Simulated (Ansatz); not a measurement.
# Ca: energy along a strain

Ca, Fm-3m, a = 5.588 Å (as given, not relaxed at this level: -0.2 GPa). Ansatz: r2SCAN, PAW, 500 eV, Γ-centred 14×14×14 mesh on 1 atom, Gaussian smearing 0.15 eV; no spin polarisation. Cell vectors (Å): 0.000 2.794 2.794; 2.794 0.000 2.794; 2.794 2.794 0.000. The cell is strained by x per cent times the pattern (1 0 0 0 0 0) in the order xx yy zz yz xz xy (engineering shears), with fractional coordinates held. y is the free energy over the start, V0 = 43.632 Å³/atom. Points with a strain past 8.5 % were computed too (2) and aren't used here.

```tsv
x (%)	y (meV/atom)
-7.50	13.66
-5.00	?
-2.50	0.60
0.00	0.00
2.50	3.21
5.00	10.13
7.50	20.61
```

Problem. Fit y = c1 x + c2 x² + c3 x³ to the other rows, get the stiffness along the pattern, and predict the missing energy.

Solution. Least squares on the rows shown. y = 0.53144 x + 0.30465 x² − 0.0012085 x³. The clamped-ion stiffness p·C·p = 2 × 3.046 eV × 160.2 / 43.632 Å³ = 22 GPa, which is C11 in these axes; c1 is there for the stress left in the start, which by itself gives a slope of 0.53 meV/atom per %. At x = -5.00 the fit asked for gives 5.11 meV/atom. The run gave 5.11 meV/atom, the same to the digits shown.